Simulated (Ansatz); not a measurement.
NaCl, in the lowest among the structures calculated here: Fm-3m (No. 225), cF8, rock salt type; a = 5.6020 Å, b = 5.6020 Å, c = 5.6020 Å, α = 90.00°, β = 90.00°, γ = 90.00°; Na 4a (0.000, 0.000, 0.000); Cl 4b (0.500, 0.500, 0.500). These are PBEsol (plane waves to 420 eV, PAW, scalar-relativistic; Ansatz, a first-principles code) values and carry that method's errors. Element references, the lowest calculated here: Na (P6₃/mmc, not the ambient form), Cl (Cmce); gases are represented by their molecular solids.

Total energies (eV/atom, σ → 0; comparable only within this code, potentials and settings):

```tsv
phase	E (eV/atom)
NaCl (Fm-3m)	-1270.143
Na (P6₃/mmc)	-1475.870
Cl (Cmce)	-1060.812
```

What is the formation energy of this Fm-3m form of NaCl from the elements?

E_f = -1270.143 − [1 × (-1475.870) + 1 × (-1060.812)] / 2 = -1.80 eV/atom (-3.6 eV per formula unit).

Static energies, no anion corrections, no zero-point energy. Values are rounded to 0.01 eV/atom. The compounds carry no spin polarisation.
